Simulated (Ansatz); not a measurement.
**What DFT gives for WO**

```xyz
4
Lattice="3.3541 0.0000 0.0000 0.0000 3.3541 0.0000 0.0000 0.0000 4.2264" Properties=species:S:1:pos:R:3 pbc="T T T"
W     0.0000    1.6771    1.0008
W     1.6771    0.0000    3.2256
O     0.0000    0.0000    0.0000
O     1.6771    1.6771    0.0000
```

Method: PBE, no spin polarisation; PAW, plane waves to 420 eV, 8×8×6 Γ-centred mesh, fermi-dirac occupations (width 0.0109 eV) (Ansatz 0.2.0), atoms fixed.

Stress: The pressure is 35.4 GPa (compression positive), so with the atoms held at these fractions the cell would first expand; the forces are large, so a full relaxation may end otherwise. The principal stresses 23.8, 41.2, 41.2 GPa differ, so its shape would change too.
Contacts: W–O at 1.95 Å: least valence density 0.95 e/Å³ and ELF 0.26 there. Both are smooth PAW fields, read partly inside the augmentation spheres.
At the Fermi level: It is a metal, with about 3.6 states/eV a cell as the mean within 0.25 eV of the Fermi level, mostly W d (90 %).
Charges: Bader charges in e: W +1.24, O -1.24. In the mean W gives up most and O takes most.

Origin: a known structure type with other elements, at an estimated volume, so it need not be a known compound. Caveats: many states at the Fermi level without spin polarisation, so a magnetic state may lie lower; atoms or cell far from equilibrium.
